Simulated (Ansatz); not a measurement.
WSe₂:
```
WSe2
1.0
    3.30260     0.00000     0.00000
   -1.65130     2.86014     0.00000
    0.00000     0.00000    13.22737
W Se
2 4
Direct
  0.33333   0.66667   0.25000
  0.66667   0.33333   0.75000
  0.33333   0.66667   0.62423
  0.66667   0.33333   0.12423
  0.66667   0.33333   0.37577
  0.33333   0.66667   0.87577
```

Relaxed with r²SCAN+D4. Independent-particle spectrum: no excitons, no local fields, no scissors shift; 0.1 eV broadening; ε₁ of the summed bands alone.

Problem. Tabulate the dielectric function from the program Ansatz at the r²SCAN+D4 level (PAW).

Solution. 

```
E (eV)  ε₁ xx  ε₂ xx  ε₁ zz  ε₂ zz
------  -----  -----  -----  -----
0.0     14.20   0.00   9.07   0.00
0.3     14.31   0.00   9.10   0.00
0.6     14.66   0.00   9.18   0.00
0.9     15.32   0.00   9.33   0.00
1.2     16.51   0.00   9.55   0.00
1.5     19.31   0.13   9.87   0.00
1.8     21.29   6.28  10.34   0.00
2.1     19.65   6.37  11.08   0.02
2.4     23.86  12.56  12.65   0.16
2.7     17.95  17.00  14.83   3.83
3.0     12.66  20.91  11.40   5.06
3.3      5.84  18.55  10.84   4.49
3.6      2.42  15.26  10.46   3.85
3.9      4.67  11.01  12.22   3.69
4.2      8.59  13.02  15.08   5.68
4.5      2.76  18.46  13.11   7.15
4.8     -0.61  12.83  14.16  12.67
5.1     -0.11  11.33  10.66  13.51
5.4      0.00  10.23   8.59  13.77
5.7      0.66  10.89   9.33  17.86
6.0     -1.26  10.28  -1.06  18.34
6.3     -2.75   9.23  -3.25  10.54
6.6     -2.23   8.15  -1.43   8.09
6.9     -3.65   7.31   0.42   6.91
7.2     -3.05   5.24   0.56   6.10
7.5     -2.95   4.84   2.40   6.31
7.8     -1.85   3.43   2.74   7.85
8.1     -0.76   3.69   2.69   8.50
8.4     -0.45   4.09   1.15   9.23
8.7     -0.77   3.97   0.84   9.75
9.0     -0.39   4.01  -1.11   9.84
9.3     -0.53   3.99  -2.67   8.22
9.6     -0.70   3.80  -2.17   6.62
9.9     -0.64   3.09  -2.60   6.73
10.2     0.44   2.92  -2.35   6.01
10.5     0.77   4.35  -2.40   7.17
10.8    -0.24   4.15  -4.04   5.67
11.1     0.10   4.71  -4.05   4.57
11.4    -1.18   5.38  -3.86   3.87
11.7    -1.83   4.02  -3.36   2.92
12.0    -1.62   3.62  -3.15   2.82
```

Problem. From ε at 3.1 eV (xx: 10.18 + 20.68i), find n, k, the normal reflectivity and the absorption coefficient.

Solution. n = 4.08, k = 2.537, R = 49 %, α = 2kE/ħc = 800000 cm⁻¹.

With all bands, ε∞ without local fields is 14.3 (xx = yy), 9.14 (zz). DFPT, with local fields, gives 14.4 (xx = yy), 6.14 (zz).

Space group P6_3/mmc. Symmetry was held in the r²SCAN+D4 relaxation; of distortions, only those at the zone centre were tested. The run is not spin-polarised. Scalar-relativistic: spin–orbit coupling is off unless named, which matters more the heavier the elements.

Potentials: the later of the program's two PAW sets.
